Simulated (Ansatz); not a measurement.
HfZr$_{3}$S$_{8}$ (P2/m) at 2 levels of theory

One geometry, relaxed with PBE; plane waves with PAW potentials in Ansatz, scalar-relativistic. No spin polarisation. Gaps are the least over mesh and band path; pressure is positive in compression.

```yaml
crystal:
  lattice:
    - [6.36752, 0.00000, 0.00038]
    - [0.00000, 7.35540, 0.00000]
    - [0.00030, 0.00000, 6.77087]
  atoms:
    - { symbol: Zr, position: [0.50000, 0.24964, 0.00000] }
    - { symbol: Zr, position: [0.00000, 0.50000, 0.00000] }
    - { symbol: Zr, position: [0.50000, 0.75036, 0.00000] }
    - { symbol: Hf, position: [0.00000, 0.00000, 0.00000] }
    - { symbol: S, position: [0.66927, 0.00000, 0.78624] }
    - { symbol: S, position: [0.16554, 0.24826, 0.78627] }
    - { symbol: S, position: [0.66632, 0.50000, 0.78587] }
    - { symbol: S, position: [0.16554, 0.75174, 0.78627] }
    - { symbol: S, position: [0.83446, 0.75174, 0.21373] }
    - { symbol: S, position: [0.33073, 0.00000, 0.21376] }
    - { symbol: S, position: [0.83446, 0.24826, 0.21373] }
    - { symbol: S, position: [0.33368, 0.50000, 0.21413] }
```

```csv
level,cutoff (eV),k mesh,gap (eV),pressure (GPa)
PBE,420,4×4×4,1.13,0.0
```

**Question.** What comes out on the same cell with PBEsol?

**Answer.**
```csv
level,cutoff (eV),k mesh,gap (eV),pressure (GPa)
PBEsol,420,4×4×4,1.05,-2.6
```

Spin-orbit coupling matters for the bands of heavy elements and is left out. The cell holds layers, chains or molecules and no dispersion correction was added, so their binding is poorly described.

The structure comes from a generated guess; another structure or a mixture of phases may lie lower.
